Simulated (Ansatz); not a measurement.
Values for one crystal, relaxed and computed with PBE (plane waves, PAW; program Ansatz); other levels are named.

```yaml
volume_per_atom: 14.75 Å³
electronic_character: metallic (no gap)
Bulk modulus (Birch–Murnaghan fit): 249 GPa
Formation energy from the elements (no fitted shifts): -0.32 eV/atom
Density of states at the Fermi level: 0.44 states/eV per atom (mean over ±0.08 eV)
Pressure derivative B′: 4.4
```

Problem. Which of these materials gives this?
A) CrO2, rutile
B) SiMo3, A15 (Cr3Si type)
C) WC, P2_13 (W on 4a, C on 4a)
D) Ag2O, Pn-3m (Ag on 4c, O on 2a)

Solution. B, SiMo3, A15 (Cr3Si type)

Space group Pm-3n (A15 (Cr3Si type)). Symmetry was held in the PBE relaxation. The run is not spin-polarised. The references are the lowest solids computed at this level, not always the standard phases. Scalar-relativistic: spin–orbit coupling is off unless named, which matters more the heavier the elements.

Potentials: the later of the program's two PAW sets.
